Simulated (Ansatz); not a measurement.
Starting cell, CoSn (CoSn type, space group P6/mmm):

```
CoSn
1.0
    5.24162     0.00000     0.00000
   -2.62081     4.53938     0.00000
    0.00000     0.00000     4.18794
Co Sn
3 3
Direct
  0.50000   0.00000   0.00000
  0.50000   0.50000   0.00000
  0.00000   0.50000   0.00000
  0.00000   0.00000   0.00000
  0.33333   0.66667   0.50000
  0.66667   0.33333   0.50000
```

In this cell atom 2 (Co, nearest neighbour Sn at 2.583 Å; its periodic images, 4.2 Å or more away, move with it) is moved by s along Cartesian [110], unit vector (0.707, 0.707, 0.000); all other atoms and the cell stay fixed.

Computed with r2SCAN (plane waves to 500 eV, PAW, scalar-relativistic; Ansatz, a quantum-chemistry and plane-wave program). k mesh 8×8×9 (Γ-centred), Fermi-Dirac smearing 0.05 eV. E stands for the smeared free energy. With partly filled bands, energies and forces of such displacements shift with the k mesh and the smearing. CoSn is run without spin polarisation. CoSn was relaxed with its symmetry unable to fall. The zero of ΔE is the undisplaced structure. The last digit holds for this mesh only.

```
s (Å)   ΔE (meV/cell)
------  -------------
-0.260          250.5
-0.208          153.6
-0.156           83.4
-0.104           36.1
-0.052            8.9
0.000             0.0
0.052             8.9
0.104            36.1
0.156            83.4
0.208           153.6
0.260           250.5
```

Question: What force constant k = d²E/ds² at s = 0 does the table give?

Answer: 6.5 eV/Å². It is the second difference of the nearest points, corrected with the next pair.

Question: With k = 6.53 eV/Å² from the forces, is the well harmonic out to s = 0.260 Å?

Answer: ½ks² = 221 meV/cell against the computed 251 meV/cell, so the well is stiffer than harmonic there.

(For displaced atoms, the force is minus the slope of the energy, and its curvature is a force constant, which sets phonon frequencies.)
